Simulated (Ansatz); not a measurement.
The calculation used DFT PBE, scalar-relativistic, plane waves, PAW in Ansatz 0.2.0. All cells share a 420 eV cutoff and Γ-centred k meshes spaced at most about 0.3 Å⁻¹ (about 0.25 or finer for metals, 2π included). Collinear spin in cells that started with moments and kept them past the coarse steps, no spin elsewhere.

These are static total energies at zero pressure. All come from trial cells, and lower structures may exist.

Problem. These unrelaxed guesses for LiF3 are each relaxed within their symmetry. Order them by the energy at which they end, lowest first.
1.

```xyz
4
Lattice="2.4435 0.0000 0.0000 -1.2217 2.1161 0.0000 0.0000 0.0000 8.0107" Properties=species:S:1:pos:R:3 pbc="T T T"
Li    1.2217    0.7054    0.0000
F     1.2217    0.7054    4.0054
F     0.0000    1.4107    2.0353
F     0.0000    1.4107    5.9754
```

2.

```xyz
4
Lattice="-2.2485 2.2485 2.2485 2.2485 -2.2485 2.2485 2.2485 2.2485 -2.2485" Properties=species:S:1:pos:R:3 pbc="T T T"
Li    0.0000    0.0000    0.0000
F     2.2485    0.0000    0.0000
F     0.0000    2.2485    0.0000
F     0.0000    0.0000    2.2485
```

Solution. 2 (ends in Im-3m, 0 meV/atom), 1 (ends in P-6m2, 81 meV/atom).

Weakly bound directions are ill-defined at this level, which has no dispersion term (P-6m2), and this can change margins and order among such cells. The magnetic state reached may not be the lowest. Cells relaxed within their symmetry can be saddle points. Some types were kept out of the candidates beforehand, so the set may lack a known form.
